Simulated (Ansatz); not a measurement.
The elements of this relaxed trial crystal are hidden behind letters.

```
lattice vectors (Å)
   3.5709    0.0000    0.0000
   0.0000    3.5709    0.0000
   0.0000    0.0000    8.0504
fractional positions
X 0.0000 0.0000 0.6890
X 0.0000 0.0000 0.3110
X 0.5000 0.5000 0.5000
Z 0.0000 0.0000 0.0852
Z 0.0000 0.0000 0.9148
```

Method: DFT PBE, scalar-relativistic, plane waves, PAW (Ansatz). Settings of the last relaxation (5-atom cell): 420 eV, 10×10×6 k points, Gaussian smearing of 0.10 eV, no spin polarisation.

| Property | Result |
| --- | --- |
| Space group | P4/mmm (No. 123) |
| Conventional cell | a = 3.571 Å, c = 8.050 Å |
| Volume per atom | 20.53 Å³ |
| Density | 3.90 g/cm³ |
| Formation energy | +0.10 eV/atom |
| Gap on the 10×10×6 mesh of the 5-atom cell | 0 eV (a metal) |

Energies are uncorrected and count from the elements' standard states at the same level.

Problem. X is a p-block element of period 4 and Z is a p-block element of period 2. Which elements are they?

Solution. X = Ga, Z = O, so the formula is Ga3O2. Density times volume gives a mean mass of 3.90 × 20.53/1.6605 = 48.2 u per atom, and this set has 48.2 u. Ga on a site of symmetry 4mm is surrounded by 1 O at 1.82 Å and 5 Ga at 2.95–3.04 Å; Ga on a site of symmetry 4/mmm has 8 Ga at 2.95 Å; around O lie 1 O at 1.37 Å and 1 Ga at 1.82 Å. Other sets within the hints have nearly the same mass, so mass alone doesn't settle it; this one was computed.

An odd number of electrons in the primitive cell allows no gap without spin; a larger cell or a magnetic state could open one. Symmetry constrained the relaxation, so the result can be a saddle point. Another cell of Ga3O2 relaxed alike, in Fmm2, lies 1.04 eV/atom lower, so this cell isn't the stable form at this level.
